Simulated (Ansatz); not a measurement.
The start is a generated trial cell of Pt in the AFLOW prototype A_hR1_166_a (A_i). The structure is fully relaxed (lattice and positions, P = 0) with r2SCAN (plane waves to 500 eV, PAW, scalar-relativistic; Ansatz, a quantum-chemistry and plane-wave program). First-step values are on the input's coarse k-mesh.

Ansatz input (later rounds restart from its end on a renewed k-mesh):
Ansatz 0.2 input:
```yaml
crystal:
  lattice:
    - [1.8885141, 1.0903341, 1.2188973]
    - [-1.8885141, 1.0903341, 1.2188973]
    - [0, -2.1806683, 1.2188973]
  atoms:
    - { symbol: Pt, position: [0, 0, 0] }
basis: { ecutwfc: 500, ecutrho_ratio: 4, xc_grid: 4, fft_grid_basis: typed }
kpoints: { mp_grid: { grid: [13, 13, 13] } }
hamiltonian:
  xc: r2scan
  dispersion: none
  pseudopotentials: { kind: paw }
scf: { occupations: { method: fermi_dirac, width: 0.05 } }
relax: { f_tol: 0.01, max_steps: 100, cell: { stress_tol: 0.02 } }
output: { forces: true, stress: true }
```

**Question.** What pressure does the first self-consistent step give?

**Answer.** +42.6 GPa (positive: the cell is compressed).

**Question.** By how much does the energy per atom fall from start to end?

**Answer.** 0.29 eV/atom.

**Question.** How does the volume per atom move from start to end?

**Answer.** +17.2 %, from 15.06 to 17.65 Å³/atom.

**Question.** How do the shortest distances between atoms change?

**Answer.** The closest pairs of elements (up to four, under 3.6 Å), start → end: Pt–Pt 2.50 → 2.60 Å.

**Question.** Give the final cell and atomic positions.

**Answer.** 
Space group Pm-3m (No. 221); a = 2.604 Å, b = 2.604 Å, c = 2.604 Å, α = 90.00°, β = 90.00°, γ = 90.00°

```json
[
 {"atom": "Pt", "site": "1a", "symmetry": "m-3m", "x": "0.0000", "y": "0.0000", "z": "0.0000"}
]
```

Final values are on a 18×18×18 k-mesh of the relaxed cell. No spin polarisation in the result.

The run could not lose the symmetry of its start; a randomly shaken copy of 2 atoms returns to this structure.

The relaxed structure here is a generated cell of Pt: the first start was made by placing the elements on the sites of a structure type, and the end was not matched to a known phase here, so it may be hypothetical. Known forms of Pt include space group No. 225.
